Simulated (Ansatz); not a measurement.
Starting cell, Te (trigonal-Te type, space group P3_121):

```xyz
3
Lattice="4.5211 0.0000 0.0000 -2.2606 3.9154 0.0000 0.0000 0.0000 5.9549" Properties=species:S:1:pos:R:3 pbc="T T T"
Te     1.2122     0.0000     1.9850
Te    -0.6061     1.0498     3.9699
Te     1.6544     2.8656     0.0000
```

In each cell atom 2 (Te, nearest neighbour Te at 2.889 Å; its periodic images, 4.5 Å or more away, move with it) moves by s·(0.577, 0.577, 0.577) (along Cartesian [111]), the rest being held.

All values below come from PBE (plane waves to 420 eV, PAW, scalar-relativistic; Ansatz, an electronic-structure program). k mesh 7×7×5 (Γ-centred), Fermi-Dirac smearing 0.05 eV. The energy includes the smearing's −TS. Compression counts positive. As the smearing reaches across the gap at some points, energies and forces of such displacements shift with the k mesh and the smearing. F∥ is the force on the atom along that direction. F⊥ is the part of the force across the line. Spin-orbit coupling is left out, though Te is heavy. Te was relaxed with its symmetry unable to fall. The PAW data are Ansatz's earlier set. ΔE is measured from the undisplaced structure.

```json
[
 {"s (Å)": "-0.870", "ΔE (meV/cell)": "996", "|F⊥| (eV/Å)": "1.110", "P (GPa)": "4.6", "F∥ (eV/Å)": "2.542"},
 {"s (Å)": "-0.696", "ΔE (meV/cell)": "619", "|F⊥| (eV/Å)": "0.831", "P (GPa)": "3.1", "F∥ (eV/Å)": "1.838"},
 {"s (Å)": "-0.522", "ΔE (meV/cell)": "345", "|F⊥| (eV/Å)": "0.602", "P (GPa)": "2.0", "F∥ (eV/Å)": "1.328"},
 {"s (Å)": "-0.348", "ΔE (meV/cell)": "153", "|F⊥| (eV/Å)": "0.385", "P (GPa)": "1.1", "F∥ (eV/Å)": "0.881"},
 {"s (Å)": "-0.174", "ΔE (meV/cell)": "38", "|F⊥| (eV/Å)": "0.184", "P (GPa)": "0.4", "F∥ (eV/Å)": "0.441"},
 {"s (Å)": "0.000", "ΔE (meV/cell)": "0", "|F⊥| (eV/Å)": "0.002", "P (GPa)": "0.0", "F∥ (eV/Å)": "0.000"},
 {"s (Å)": "0.174", "ΔE (meV/cell)": "39", "|F⊥| (eV/Å)": "0.164", "P (GPa)": "-0.1", "F∥ (eV/Å)": "-0.457"},
 {"s (Å)": "0.348", "ΔE (meV/cell)": "159", "|F⊥| (eV/Å)": "0.309", "P (GPa)": "0.1", "F∥ (eV/Å)": "-0.922"},
 {"s (Å)": "0.522", "ΔE (meV/cell)": "361", "|F⊥| (eV/Å)": "0.474", "P (GPa)": "0.7", "F∥ (eV/Å)": "-1.400"},
 {"s (Å)": "0.696", "ΔE (meV/cell)": "652", "|F⊥| (eV/Å)": "0.652", "P (GPa)": "1.7", "F∥ (eV/Å)": "-1.961"},
 {"s (Å)": "0.870", "ΔE (meV/cell)": "1060", "|F⊥| (eV/Å)": "0.840", "P (GPa)": "3.5", "F∥ (eV/Å)": "-2.825"}
]
```

Read from the data:

| Item | Result |
|---|---|
| Energy at s = 0.870 Å | 1060 meV/cell |
| Force along the line at s = -0.870 Å | 2.54 eV/Å |
| Symmetry of the curve | not even: the positive side lies higher at ±0.870 Å |
| Shape of the curve | a single well with its minimum at or next to zero displacement |
| Force constant k = d²E/ds² at s = 0 (finite differences) | 2.57 eV/Å² |
| Harmonic estimate at the end of the scan | ½ks² = 974 meV/cell against the computed 1060 meV/cell, so the well is stiffer than harmonic there |

(For displaced atoms, the force is minus the slope of the energy, and its curvature is a force constant, which sets phonon frequencies.)
